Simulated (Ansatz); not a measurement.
A (001) slab of relaxed bulk Na (Im-3m, 36.78 Å³/atom, gap on the mesh 0.00 eV), 4 planes in a 6×1 cell with the lowest 2 held; added atoms sit on lattice sites of the next plane. A dipole correction is on. The surface energy is the mean of the held and the free face; step energies are per length and the mean of the stripe's two steps, which run along the shortest translation of the plane; step and island energies count from the flat slab and bulk atoms.

Method: DFT PBE, scalar-relativistic, plane waves, PAW in Ansatz 0.2.0.

Cutoff 420 eV; k points 2×8×1 on the computed 27-atom cell (Γ-centred); Gaussian smearing, width 0.10 eV; no spin polarisation.

Start (stripe of 3 atoms):

```
Na
1.0
    25.13895    0.00000    0.00000
     0.00000    4.18983    0.00000
     0.00000    0.00000   20.37965
Na
27
Cartesian
  0.0000 0.0000 1.5000
  2.0949 2.0949 3.5949
  4.1898 0.0000 1.5000
  6.2847 2.0949 3.5949
  8.3797 0.0000 1.5000
  10.4746 2.0949 3.5949
  12.5695 0.0000 1.5000
  14.6644 2.0949 3.5949
  16.7593 0.0000 1.5000
  18.8542 2.0949 3.5949
  20.9491 0.0000 1.5000
  23.0440 2.0949 3.5949
  0.0000 0.0000 5.6898
  2.0949 2.0949 7.7847
  4.1898 0.0000 5.6898
  6.2847 2.0949 7.7847
  8.3797 0.0000 5.6898
  10.4746 2.0949 7.7847
  12.5695 0.0000 5.6898
  14.6644 2.0949 7.7847
  16.7593 0.0000 5.6898
  18.8542 2.0949 7.7847
  20.9491 0.0000 5.6898
  23.0440 2.0949 7.7847
  0.0000 0.0000 9.8797
  4.1898 0.0000 9.8797
  8.3797 0.0000 9.8797
```

Give the relaxed structure and its energy.

The free energy falls by 1 meV/atom.

* step energy (meV/Å): 9
* gap on the mesh (eV): 0

Relaxed structure:
```xyz
27
Lattice="25.1390 0.0000 0.0000 0.0000 4.1898 0.0000 0.0000 0.0000 20.3797" Properties=species:S:1:pos:R:3 pbc="T T T"
Na    0.0000    0.0000    1.5000
Na    2.0949    2.0949    3.5949
Na    4.1898    0.0000    1.5000
Na    6.2847    2.0949    3.5949
Na    8.3797    0.0000    1.5000
Na   10.4746    2.0949    3.5949
Na   12.5695    0.0000    1.5000
Na   14.6644    2.0949    3.5949
Na   16.7593    0.0000    1.5000
Na   18.8542    2.0949    3.5949
Na   20.9491    0.0000    1.5000
Na   23.0440    2.0949    3.5949
Na   -0.1400    0.0000    5.7908
Na    2.1597    2.0949    7.6337
Na    4.1898    0.0000    5.5797
Na    6.2200    2.0949    7.6337
Na    8.5197    0.0000    5.7908
Na   10.7115    2.0949    7.9934
Na   12.5894    0.0000    5.6835
Na   14.6868    2.0949    7.8535
Na   16.7593    0.0000    5.6862
Na   18.8318    2.0949    7.8535
Na   20.9292    0.0000    5.6835
Na   22.8071    2.0949    7.9934
Na    0.2161    0.0000    9.7077
Na    4.1898    0.0000    9.7740
Na    8.1636    0.0000    9.7077
```

Small energy differences in metals hang on the k mesh (about 10 mJ/m² or 1 to 2 meV/atom on the mesh of the relaxation).

Time: 4 min on 4 threads of AMD EPYC 9R14 (Zen 4) (shared host), peak memory 6.3 GiB.